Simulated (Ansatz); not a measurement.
TaN (space group P6/mmm)

```
TaN
1.0
    5.20166     0.00000     0.00000
   -2.60083     4.50477     0.00000
    0.00000     0.00000     2.90614
Ta N
3 3
Direct
  0.00000   0.00000   0.00000
  0.33333   0.66667   0.50000
  0.66667   0.33333   0.50000
  0.50000   0.00000   0.00000
  0.50000   0.50000   0.00000
  0.00000   0.50000   0.00000
```

Equation-of-state scan: isotropic scaling of the cell above, V₀ being its volume. Symmetry pins the atoms to their sites.

These are PBEsol (plane waves to 420 eV, PAW, scalar-relativistic; Ansatz, a first-principles code) values and carry that method's errors. k mesh 10×10×16 (Γ-centred), Fermi-Dirac smearing 0.05 eV. Energies are smeared free energies. Stress and pressure are positive under compression. With the shape held, the modulus is that of even scaling; a crystal free to change shape is softer. Spin-orbit coupling is left out, though Ta is heavy. TaN is run without spin polarisation. TaN was relaxed with its symmetry unable to fall. This is one of several known forms of TaN; the measured ambient cells at hand have space group No. 189. The zero of ΔE is the relaxed starting cell. The last digit holds for this mesh only.

| V (Å³/atom) | ΔE (meV/atom) |
|---|---|
| 10.669 | 45.7 |
| 10.839 | withheld |
| 11.009 | 10.8 |
| 11.179 | 2.6 |
| 11.350 | 0.0 |
| 11.520 | 2.5 |
| 11.690 | 9.7 |
| 11.860 | 21.3 |
| 12.031 | 37.0 |

Fit a third-order Birch-Murnaghan form (E₀, V₀, B₀, B₀′ free) to the given rows and predict ΔE at V = 10.839.

Least squares on the 8 given rows: ΔE = E₀ + (9V₀B₀/16)·y²·[2 + (B₀′ − 4)y], y = (V₀/V)^(2/3) − 1, with V₀ = 11.349 Å³/atom, B₀ = 321.6 GPa (160.2 GPa = 1 eV/Å³; the term in eV is multiplied by 1000), B₀′ = 4.37, E₀ = -0.02 meV/atom; root-mean-square residual 0.03 meV/atom. At 10.839 the fit gives 25.0 meV/atom; the calculation gives 25.0 meV/atom, the same to the digits shown. For the pressure the fit gives 16.4 GPa against the computed 16.3 GPa.

(Under strain, the slope of the energy per volume gives the stress and its curvature an elastic modulus.)
